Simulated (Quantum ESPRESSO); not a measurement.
# Moving one atom in Hf2TiGaO7F

Calculated results; nothing here was measured. They come from pw.x of Quantum ESPRESSO 7.5, a plane-wave density functional program, with PseudoDojo standard norm-conserving files (v0.5 for PBE, v0.4.1 for LDA and PBEsol). The cells are made up: elements, strain and atom displacements were drawn at random, and nothing was relaxed. There is no spin polarisation, spin-orbit coupling or dispersion term.

The hafnium file is less sure than the others, with forces about 3 percent (worst 6) and pressure in oxides about 1.5 GPa (worst 2.7) from a second method in checks, which no rerun with the same files tests.

The cell has 12 sites of a fluorite lattice. Sites 1 to 4 hold Hf Hf Ti Ga; sites 5 to 12 hold O O O O F O O O. Cell vectors in Å: (4.817, -0.040, 0.041); (-0.040, 4.861, 0.047); (0.041, 0.047, 4.920). Settings: PBE, cutoff 1143 eV, 5 x 5 x 5 k mesh shifted by half a step, Fermi-Dirac smearing of 0.025 eV.

Each run shifts the Hf atom on site 2 along x and leaves all else fixed. Site 10 is one of its nearest neighbours. E is the free energy of the cell above the lowest run shown. The last column is band 50 less band 49 at Gamma, from a band step after each run.

```
run  shift (Å)  Fx on site 2 (eV/Å)  Fx on site 10 (eV/Å)  P (GPa)  E (meV)  level step at Gamma (eV)
  1    -0.1284                4.245                -1.281    24.21    416.1                     0.454
  2    -0.0686                2.940                -1.105    23.53    201.5                     0.458
  4     0.0172                1.104                -0.906    23.13     28.0                     0.459
  5     0.0498                0.396                -0.843    23.15      3.5                     0.457
  6     0.0672                0.012                -0.812    23.20      0.0                     0.456
  7     0.1552               -2.027                -0.669    23.89     87.4                     0.438
  3    -0.0310                    ?                     ?        ?        ?                         ?
```

A rerun of one of these cells at 1437 eV and k mesh 7 x 7 x 7 moved values by no more than 0.003 eV in the cell's energy, 0.05 GPa in stress and 0.003 eV/Å in force.

## Worked fit

A parabola through the six runs shown gives Fx on site 2 = 1.487 - 21.91 u - 4.3 u² eV/Å, with u in Å and a scatter of 0.024 eV/Å. Minus the slope, 21.91 ± 0.49 eV/Å², is this atom's force constant along x at u = 0, with its periodic images moving too. The fitted force vanishes at u = 0.067 Å, where the energy should be lowest along this line. The error is the larger of the fit's own and the change that a cubic makes, rounded up.

## Withheld run

Question: what Fx on site 2 should run 3 give?

The fit gives 2.162 eV/Å. The calculation gave 2.135 eV/Å.

| run | shift (Å) | Fx on site 2 (eV/Å) | Fx on site 10 (eV/Å) | P (GPa) | E (meV) | level step at Gamma (eV) |
| --- | --- | --- | --- | --- | --- | --- |
| 3 | -0.0310 | 2.135 | -1.011 | 23.27 | 106.1 | 0.459 |